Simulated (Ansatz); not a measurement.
**Two inputs for ZnS with indium replacing Zn**

Cell: a supercell of ZnS (space group P6_3mc) built from a structure deposited in the COD (the entry's cell lengths or inner coordinates differ somewhat from later room-temperature determinations), with all atoms left at the host's positions.

```cif
data_Zn23InS24
_symmetry_space_group_name_H-M 'P3m1'
_symmetry_Int_Tables_number 156
_cell_length_a 7.6240
_cell_length_b 7.6240
_cell_length_c 18.6900
_cell_angle_alpha 90.000
_cell_angle_beta 90.000
_cell_angle_gamma 120.000
loop_
_atom_site_label
_atom_site_type_symbol
_atom_site_symmetry_multiplicity
_atom_site_Wyckoff_symbol
_atom_site_fract_x
_atom_site_fract_y
_atom_site_fract_z
Zn1 Zn 3 d 0.8333 0.6667 0.0000
Zn3 Zn 1 b 0.3333 0.6667 0.0000
Zn5 Zn 3 d 0.8333 0.6667 0.5000
Zn7 Zn 1 b 0.3333 0.6667 0.5000
In In 1 a 0.0000 0.0000 0.1667
Zn10 Zn 3 d 0.0000 0.5000 0.1667
Zn13 Zn 3 d 0.1667 0.8333 0.6667
Zn16 Zn 1 c 0.6667 0.3333 0.6667
Zn17 Zn 3 d 0.1667 0.8333 0.3333
Zn20 Zn 1 c 0.6667 0.3333 0.3333
Zn21 Zn 1 a 0.0000 0.0000 0.8333
Zn22 Zn 3 d 0.0000 0.5000 0.8333
S25 S 3 d 0.8333 0.6667 0.1250
S27 S 1 b 0.3333 0.6667 0.1250
S29 S 3 d 0.8333 0.6667 0.6250
S31 S 1 b 0.3333 0.6667 0.6250
S33 S 1 a 0.0000 0.0000 0.2917
S34 S 3 d 0.0000 0.5000 0.2917
S37 S 3 d 0.1667 0.8333 0.7917
S40 S 1 c 0.6667 0.3333 0.7917
S41 S 3 d 0.1667 0.8333 0.4583
S44 S 1 c 0.6667 0.3333 0.4583
S45 S 1 a 0.0000 0.0000 0.9583
S46 S 3 d 0.0000 0.5000 0.9583
```

One atom of each set is listed.

Reference run. Computed with Ansatz: DFT, PBE, plane waves and PAW, scalar-relativistic, 420 eV cutoff, Γ-centred 3×3×1 k-points, Fermi–Dirac smearing 0.01 eV, cell charge +1.

(1) The input is changed as follows: `basis.xc_grid`: not typed → 1; `scf.mixing.preconditioner`: not typed → kerker. What happens to V_zz (10²¹ V/m²) and η?

## Answers

(1) 

```tsv
site	V_zz reference	η reference	V_zz changed	η changed
Zn3	0.69	0.00	0.68	0.00
Zn5	-0.51	0.25	-0.51	0.25
In	-0.81	0.00	-0.81	0.00
Zn10	-1.39	0.47	-1.39	0.47
Zn17	1.37	0.86	1.37	0.86
S25	3.80	0.34	3.80	0.34
S27	-1.48	0.00	-1.48	0.00
S33	3.95	0.00	3.95	0.00
S34	-0.79	0.56	-0.79	0.56
S37	0.059	0.36	0.059	0.37
S41	1.43	0.09	1.43	0.09
S44	0.89	0.00	0.89	0.00
```

No V_zz moves by more than 0.01. The table leaves out 12 of the 24 sites, with |V_zz| up to 1.75; their tensors move by 0.01 at most along any direction. The statements above cover all sites. SCF iterations: 10 and 18.

On the reference run: The defect repeats with the cell of 48 atoms, so it feels its images: sites between two images don't show the values beside a lone defect, and zeros or small values of η there can come from the images' arrangement. S and Zn carry a gradient in the pure host already, so the values there aren't the defect's effect alone. A uniform background compensates the cell's charge. Without spin–orbit coupling (the program notes it for In) the gradients are little affected as a rule: paired runs on crystals with a gap mostly move them by under 2 % at such atoms. The neighbours have not yet relaxed around the defect (largest force 1.7 eV/Å), so a real crystal will differ.
